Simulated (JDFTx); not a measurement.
An input for a modified build of JDFTx (diarsenic, As2 (SMILES [As]#[As]), charge 0, multiplicity 1; bohr, hartree):

```
lattice \
  13.7005144035 0.0000000000 0.0000000000 \
  0.0000000000 9.9210621543 0.0000000000 \
  0.0000000000 0.0000000000 9.9210621543
coords-type Cartesian
ion As 1.9775983894 -0.0379834951 0.0198421243 0
ion As -1.9775983894 0.0379834951 -0.0198421243 0
ion-species pseudo/as_pbe_v1.upf
elec-cutoff 20 100
elec-ex-corr gga-PBE
symmetries none
coulomb-interaction Isolated
coulomb-truncation-embed 0 0 0
elec-n-bands 5
electronic-minimize nIterations 150 energyDiffThreshold 1e-7
dump-name s0.$VAR
dump End State Ecomponents EigStats BandEigs Forces ElecDensity IonicPositions
```

Q: What happens when this is run, and what should be changed?

A: It stops during set-up with
```
Atom 1 lies within the margin of 5 bohrs from the truncation boundary.
Expand unit cell, or if absolutely sure, reduce coulomb-truncation-ion-margin.
Failed.
```
The box is too small for the truncated Coulomb interaction: enlarge the cell, or lower coulomb-truncation-ion-margin if the density is known to be confined.
